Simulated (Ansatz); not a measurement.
# Co — electric field gradients

The cell is an entry of the Crystallography Open Database (COD), ions relaxed with PBE at fixed cell.

```xyz
2
Lattice="2.5054 0.0000 0.0000 -1.2527 2.1697 0.0000 0.0000 0.0000 4.0893" Properties=species:S:1:pos:R:3 pbc="T T T"
Co    0.0000    1.4465    1.0223
Co    1.2527    0.7232    3.0670
```

Atoms are numbered from 1 in the order listed; like atoms form one site, named after its first atom.

All values are calculated (Ansatz; DFT, r2SCAN, plane waves and PAW, scalar-relativistic, collinear spin, 500 eV cutoff, Γ-centred 21×21×11 k-points, Fermi–Dirac smearing 0.05 eV), not measured. Start moments as typed (μB): 2 on each Co.

V_zz is the principal component of the electric field gradient with the largest magnitude, η = (V_xx − V_yy)/V_zz and C_Q = eQV_zz/h. Directions are in the Cartesian axes of the cell vectors above, for the atom listed; none is given where the gradient is under 0.02 or η is above 0.95.

**Question.** Give the quadrupolar parameters of the distinct sites.

**Answer.** 

```tsv
site	first atom	first shell	V_zz (10²¹ V/m²)	η	direction of V_zz (x, y, z)
Co	1	12 Co at 2.50–2.51 Å	-0.077	0.00	0.00 0.00 1.00
```

An axis of threefold or higher order runs through Co, so V_zz lies along it and η is zero.

At this cell the r2SCAN pressure is -10 GPa, so with r2SCAN the cell would shrink if it were relaxed. The entry's cell may itself be off. The program didn't check the stability of this electronic state in full, so a lower one may lie near. With no gap above 0.1 eV, as in a metal, the gradients converge slowly in k; expect changes of a tenth or more on a denser mesh. With these PAW files V_zz is typically within 2 to 3 % of all-electron values, but misses above 10 % occur on Co.

The run took 53 s of wall time (53 s of CPU time) and 0.69 GiB at its peak, on 1 thread of Intel Xeon Platinum 8375C CPU @ 2.90GHz (Ice Lake) (x86_64; 16 cores open to the job, memory cap 3.0 GiB, no GPU), a shared host with a load of 0.6 a core.
